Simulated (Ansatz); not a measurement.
**Is this Ti₂W₃ structure a true minimum?**

It was reached by relaxing an invented guess, and it needn't be the stable form of this composition.

Level of theory: DFT PBE, scalar-relativistic, plane waves, PAW in Ansatz. Cutoff 420 eV; k points 16×16×16 on the computed 5-atom cell (Γ-centred); Gaussian smearing, width 0.10 eV; no spin polarisation.

The cell below (5 atoms, space group I4/mmm (No. 139)) is relaxed within its symmetry.

```
CELL_PARAMETERS angstrom
-1.59156 1.59156 8.06450
1.59156 -1.59156 8.06450
1.59156 1.59156 -8.06450
ATOMIC_POSITIONS crystal
Ti 0.19380 0.19380 0.00000
Ti 0.80620 0.80620 0.00000
W 0.00000 0.00000 0.00000
W 0.59863 0.59863 0.00000
W 0.40137 0.40137 0.00000
```

For the test a repeat of it with 10 atoms (edges 3.18, 6.37, 8.37 Å) was strained at random (σ = 1.5 % a component), the atoms were moved at random (σ = 0.05 Å), and all was relaxed again on a coarse 8×4×8 mesh (in the run’s order of axes) with 0.20 eV smearing, with no symmetry imposed.

These runs have no spin–orbit coupling, which can matter for W.

Question: What happens?

Answer: It returns, within 1 meV/atom of the unmoved cell on that mesh and with the same symmetry when read at 0.1 Å. So it is stable against the distortions that fit this cell and that this random move excites. Modes that don't fit the cell aren't tested.
